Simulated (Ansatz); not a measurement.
One crystal and one scan (energy against volume) at two levels, PBE (plane waves to 420 eV, PAW, scalar-relativistic; Ansatz, a program for electronic structure) and r2SCAN (plane waves to 500 eV, PAW, scalar-relativistic; Ansatz), each from its own relaxed cell and on its own mesh. The cell shown is that of PBE.

Ge2Sb2Te5 (Ge2Sb2Te5-Kooi type, space group P-3m1)

```
CELL_PARAMETERS angstrom
      4.29363     0.00000     0.00000
     -2.14681     3.71839     0.00000
      0.00000     0.00000    17.63591
ATOMIC_POSITIONS crystal
  Te 0.00000 0.00000 0.00000
  Ge 0.66667 0.33333 0.09824
  Ge 0.33333 0.66667 0.90176
  Te 0.33333 0.66667 0.19409
  Te 0.66667 0.33333 0.80591
  Sb 0.00000 0.00000 0.30944
  Sb 0.00000 0.00000 0.69056
  Te 0.66667 0.33333 0.40641
  Te 0.33333 0.66667 0.59359
```

Equation-of-state scan: isotropic scaling of the cell above, V₀ being its volume. The atoms relax within the cell's symmetry.

The energy includes the smearing's −TS. Ge2Sb2Te5 was relaxed with its symmetry unable to fall. Spin-orbit coupling is left out, though Sb and Te are heavy. The PAW data are Ansatz's earlier set. With the shape held, the modulus is that of even scaling; a crystal free to change shape is softer. Both scans cover V/V₀ from 0.840 to 1.160.

ΔE (meV/atom), each from the relaxed starting cell of its own level:

```json
[
 {"V/V₀": "0.840", "PBE": "107", "r2SCAN": "withheld"},
 {"V/V₀": "0.867", "PBE": "68", "r2SCAN": "76"},
 {"V/V₀": "0.893", "PBE": "40", "r2SCAN": "45"},
 {"V/V₀": "0.920", "PBE": "21", "r2SCAN": "24"},
 {"V/V₀": "0.947", "PBE": "8", "r2SCAN": "10"},
 {"V/V₀": "0.973", "PBE": "2", "r2SCAN": "2"},
 {"V/V₀": "1.000", "PBE": "0", "r2SCAN": "0"},
 {"V/V₀": "1.027", "PBE": "2", "r2SCAN": "2"},
 {"V/V₀": "1.053", "PBE": "6", "r2SCAN": "7"},
 {"V/V₀": "1.080", "PBE": "12", "r2SCAN": "15"},
 {"V/V₀": "1.107", "PBE": "20", "r2SCAN": "24"},
 {"V/V₀": "1.133", "PBE": "29", "r2SCAN": "35"},
 {"V/V₀": "1.160", "PBE": "40", "r2SCAN": "47"}
]
```

Task: Estimate the r2SCAN value at 0.840 from the PBE value there and the ratio of the two levels in the two nearest given rows on that side of the minimum.

Result: At 0.867 and 0.893 the ratio r2SCAN/PBE averages 1.121, which gives 1.121 × 107 = 120 meV/atom. The calculation gives 118 meV/atom, +10.3 % against PBE.

(A scan under strain: stresses follow from slopes of the energy per volume, elastic moduli from its curvatures.)
